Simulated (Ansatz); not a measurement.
### Question
Each is relaxed and computed with the program Ansatz at the PBE level (PAW). Which is the only metal?
(A) SiGe, R-3m (Si on 6c, Ge on 6c)
(B) GeS, P4/nmm (Ge on 2c, S on 2a)
(C) TaGe2, fluorite
(D) GeS2, anatase

### Answer
C, TaGe2, fluorite. TaGe2: metal; SiGe: gap 0.38 eV (indirect); GeS: gap 0.53 eV (indirect); GeS2: gap 0.59 eV (indirect). Constructed cells (a structure type filled with these elements, in neither database checked): TaGe2, fluorite; GeS, P4/nmm (Ge on 2c, S on 2a); GeS2, anatase. Typed or built starts, not in the databases checked: SiGe, R-3m (Si on 6c, Ge on 6c). Weakly bound layers, chains or molecules computed without a dispersion correction, so cells and soft constants are ill determined: GeS, P4/nmm (Ge on 2c, S on 2a). All cells were relaxed under the symmetry of their starts (and spin orders); stability against distortions was not tested throughout. Rows with no word on spin ran without spin polarisation. Scalar-relativistic: spin–orbit coupling is off unless named, which matters more the heavier the elements.

Potentials: the later of the program's two PAW sets.
